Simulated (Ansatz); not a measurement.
NbAs:
```cif
data_As4Nb4
_chemical_formula_sum 'Nb4 As4'
_space_group_name_H-M_alt 'I41md'
_space_group_IT_number 109
_space_group_name_Hall 'I 4bw -2'
_cell_length_a 3.47339
_cell_length_b 3.47339
_cell_length_c 11.75042
_cell_angle_alpha 90.000
_cell_angle_beta 90.000
_cell_angle_gamma 90.000
loop_
_atom_site_label
_atom_site_type_symbol
_atom_site_symmetry_multiplicity
_atom_site_Wyckoff_symbol
_atom_site_fract_x
_atom_site_fract_y
_atom_site_fract_z
_atom_site_occupancy
Nb1 Nb 4 a 0.00000 0.00000 0.74939 1
As1 As 4 a 0.00000 0.00000 0.16761 1
```
(The calculation used a cell of 4 atoms; values per cell refer to that cell.)

Relaxed with PBE.

**Question.** Which orbitals make up the states near the Fermi level in the program Ansatz at the PBE level (PAW)?

**Answer.** Within 0.5 eV of the Fermi level: Nb 4d 85 %, As 4p 11 %. Projections are on Löwdin-orthogonalised atomic valence shells; empty p or d shells of many metals are not among them.

**Question.** Tabulate the density of states.

**Answer.** States/eV per cell of 4 atoms, in 0.25 eV bins, energy from the Fermi level.

```tsv
E (eV)	total	Nb 4d	As 4p	As 4s
-7.85	0.00	0.00	0.00	0.00
-7.60	0.00	0.00	0.00	0.00
-7.35	0.00	0.00	0.00	0.00
-7.10	0.00	0.00	0.00	0.00
-6.85	0.00	0.00	0.00	0.00
-6.60	0.00	0.00	0.00	0.00
-6.35	0.00	0.00	0.00	0.00
-6.10	0.64	0.13	0.36	0.02
-5.85	1.25	0.30	0.71	0.03
-5.60	1.67	0.48	0.94	0.04
-5.35	2.49	0.77	1.42	0.04
-5.10	4.07	1.43	2.27	0.06
-4.85	2.26	0.81	1.23	0.05
-4.60	1.36	0.45	0.76	0.05
-4.35	1.78	0.58	1.04	0.05
-4.10	2.38	0.82	1.37	0.05
-3.85	2.57	0.93	1.44	0.06
-3.60	2.99	1.10	1.67	0.06
-3.35	2.87	1.19	1.51	0.05
-3.10	3.31	1.49	1.68	0.03
-2.85	3.56	1.53	1.88	0.02
-2.60	4.39	1.99	2.23	0.02
-2.35	4.24	2.09	2.00	0.02
-2.10	3.12	1.76	1.26	0.01
-1.85	2.03	1.21	0.74	0.01
-1.60	1.12	0.74	0.34	0.01
-1.35	2.63	2.05	0.42	0.02
-1.10	3.22	2.64	0.36	0.02
-0.85	4.11	3.37	0.40	0.03
-0.60	4.27	3.48	0.51	0.03
-0.35	1.29	1.05	0.18	0.01
-0.10	0.37	0.31	0.05	0.00
0.15	1.10	0.99	0.08	0.01
0.40	1.84	1.60	0.19	0.01
0.65	1.97	1.70	0.20	0.02
0.90	2.27	1.99	0.19	0.02
1.15	3.01	2.63	0.24	0.03
1.40	2.90	2.47	0.27	0.05
1.65	2.90	2.39	0.30	0.09
1.90	3.37	2.65	0.45	0.13
2.15	4.09	3.30	0.43	0.17
2.40	4.11	3.01	0.60	0.25
2.65	5.13	3.59	0.86	0.37
2.90	3.41	2.16	0.74	0.30
3.15	3.18	1.86	0.72	0.37
3.40	4.28	2.41	1.06	0.46
3.65	3.37	1.80	0.94	0.29
```

Space group I4_1md. Symmetry was held in the PBE relaxation. The run is not spin-polarised. A small band overlap can be real or an error of a semilocal functional. Scalar-relativistic: spin–orbit coupling is off unless named, which matters more the heavier the elements.

Potentials: the later of the program's two PAW sets.
